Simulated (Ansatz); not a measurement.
TePb₂Se:
```
TePb2Se
1.0
    2.24713     1.29738     7.33220
   -2.24713     1.29738     7.33220
    0.00000    -2.59477     7.33220
Te Pb Se
1 2 1
Cartesian
  0.00000   0.00000  10.99830
  0.00000   0.00000  16.37878
  0.00000   0.00000   5.61781
  0.00000   0.00000   0.00000
```

Relaxed with r²SCAN. Independent-particle spectrum: no excitons, no local fields, no scissors shift; 0.1 eV broadening; ε₁ of the summed bands alone.

Q: Tabulate the dielectric function from r²SCAN in the plane-wave PAW code Ansatz.

A: 

```
E (eV)   ε₁ xx  ε₂ xx   ε₁ zz  ε₂ zz
------  ------  -----  ------  -----
0.0      19.29   0.00   19.11   0.00
0.3      19.57   0.00   19.38   0.00
0.6      20.48   0.00   20.28   0.00
0.9      22.46   0.14   22.25   0.11
1.2      25.72   0.94   25.43   1.12
1.5      31.40   3.37   30.65   3.67
1.8      39.03  12.46   36.78  11.68
2.1      45.06  34.25   44.60  29.13
2.4       9.31  59.79   14.27  59.50
2.7      -5.63  37.51   -5.14  37.84
3.0     -14.35  26.27  -13.58  28.58
3.3     -14.19  17.15  -14.50  18.20
3.6     -11.73  11.20  -12.39  11.80
3.9      -9.41   7.89  -10.05   8.05
4.2      -7.67   6.00   -7.91   5.87
4.5      -6.20   4.53   -6.31   4.53
4.8      -4.87   3.49   -4.96   3.63
5.1      -3.65   2.88   -3.96   2.96
5.4      -2.73   2.52   -2.97   2.46
5.7      -1.69   2.32   -1.96   2.12
6.0      -1.20   2.61   -1.35   2.31
6.3      -0.77   2.51   -0.66   2.19
6.6      -0.04   2.24    0.49   2.20
6.9       0.62   3.58   -0.47   4.42
7.2      -0.33   3.29    0.17   2.64
7.5       0.19   4.60    0.64   4.79
7.8      -1.97   4.31   -1.81   4.56
8.1      -1.74   3.29   -1.96   3.51
8.4      -1.86   2.65   -1.93   2.63
8.7      -1.58   2.29   -1.61   2.31
9.0      -1.29   1.91   -1.35   1.99
9.3      -0.94   1.86   -1.11   1.78
9.6      -0.74   1.91   -0.78   1.74
9.9      -0.70   1.98   -0.65   1.91
10.2     -0.96   2.08   -0.89   2.01
10.5     -1.03   1.86   -0.95   1.86
10.8     -1.05   1.63   -1.01   1.63
11.1     -1.01   1.43   -0.96   1.46
11.4     -0.95   1.28   -0.91   1.30
11.7     -0.84   1.13   -0.81   1.20
12.0     -0.80   1.03   -0.87   1.05
```

Q: From ε at 1.4 eV (xx: 29.13 + 2.25i), find n, k, the normal reflectivity and the absorption coefficient.

A: n = 5.40, k = 0.208, R = 47 %, α = 2kE/ħc = 30000 cm⁻¹.

With all bands, ε∞ without local fields is 19.4 (xx = yy), 19.2 (zz).

Space group R-3m. The first step of the workflow began from a Materials Project structure, measured or hypothetical; the Crystallography Open Database copy checked does not list it. With Te and Se taken as one species the cell has the higher symmetry Fm-3m, so it may be an ordered model of a mixed-site phase. Its standing as an ambient phase is unchecked. The cell was relaxed with r²SCAN under the symmetry of its start; of distortions, only those at the zone centre were tested. Scalar-relativistic: spin–orbit coupling is off unless named, which matters more the heavier the elements.

Potentials: the later of the program's two PAW sets.
